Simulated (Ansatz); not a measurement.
## W (Im-3m), tetragonal deformation path

These are results of DFT r2SCAN, scalar-relativistic, plane waves, PAW (Ansatz 0.2.0), not measurements. The runs took a 500 eV cutoff, a Γ-centred 24×24×24 mesh and Gaussian smearing (0.15 eV). Spin–orbit coupling is left out, which can shift energies with elements as heavy as these. No spin polarisation. Energies are free energies at this smearing, counted from the undisturbed cell; pressure is positive in compression.

The starting cell (as given, not relaxed at this level; it stands at -7.4 GPa):

```xyz
1
Lattice="-1.5973 1.5973 1.5973 1.5973 -1.5973 1.5973 1.5973 1.5973 -1.5973" Properties=species:S:1:pos:R:3 pbc="T T T"
W     0.0000    0.0000    0.0000
```

At fixed volume and fractional coordinates, lengths along (0.000, 0.000, 1.000) are scaled against those across it; ρ is that ratio over its starting value. The cell is metallic on the mesh throughout. At ρ = 1.414 the cell becomes cubic (Fm-3m), and there the slope of the energy vanishes by symmetry.

```csv
ρ,ΔE (meV/atom)
0.650,1108.9
0.707,716.8
0.780,491.2
0.850,286.0
0.920,81.8
0.960,20.0
1.000,0.0
1.050,26.4
1.100,93.8
1.200,280.2
1.300,457.1
1.414,547.6
1.500,509.5
```

(1) Predict the pressure (GPa) at each point.

## Answers

(1)
```tsv
ρ	pressure (GPa)
0.650	20.9
0.707	10.2
0.780	1.5
0.850	-3.2
0.920	-6.3
0.960	-7.1
1.000	-7.4
1.050	-7.1
1.100	-6.1
1.200	-3.6
1.300	-2.0
1.414	-1.7
1.500	-1.6
```